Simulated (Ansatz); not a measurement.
A geometry of Pt away from equilibrium: step 3 of the relaxation of a relaxed Pt cell shaken by Gaussian noise of σ = 0.08 Å a coordinate. All values below come from PBEsol (plane waves to 420 eV, PAW, scalar-relativistic; Ansatz, a first-principles code). Γ-centred k-mesh 8×8×8 on the run's cell (coarser than for final values), Fermi–Dirac smearing 0.05 eV.

```xyz
8
Lattice="-3.1327 3.1301 3.1383 3.1334 -3.1453 3.1542 3.1217 3.1343 -3.1535" Properties=species:S:1:pos:R:3:forces:R:3 pbc="T T T" free_energy=-99082.218 pressure_GPa=-3.4
Pt     1.4771     1.4881     1.4909   -0.0166    0.0088    0.0001
Pt    -1.4750     1.6685     1.4815    0.0139    0.0356   -0.0565
Pt     1.6568     1.4562    -1.4792    0.0441   -0.0441    0.0596
Pt     1.4772    -1.5176     1.6949   -0.0373    0.0603    0.0363
Pt     3.0451     3.0197     3.0842   -0.0056   -0.0186   -0.0316
Pt     0.0952     3.2188    -0.1068   -0.0204    0.0193   -0.0270
Pt     3.2062    -0.1066     0.1269    0.0511   -0.0412    0.0104
Pt    -0.0876     0.0902     3.2281   -0.0292   -0.0202    0.0087
```

Positions in Å, forces in eV/Å, free energy of the cell in eV (comparable only within this code, potentials and settings). Largest force: 0.09 eV/Å, on Pt3 (atoms numbered as listed); the geometry lies 0.10 eV/atom above the end of its relaxation.

No spin polarisation in the result.

The end of the path is a generated cell of Pt: the first start was made by placing the elements on the sites of a structure type, and the end was not matched to a known phase here, so it may be hypothetical. Known forms of Pt include space group No. 225.
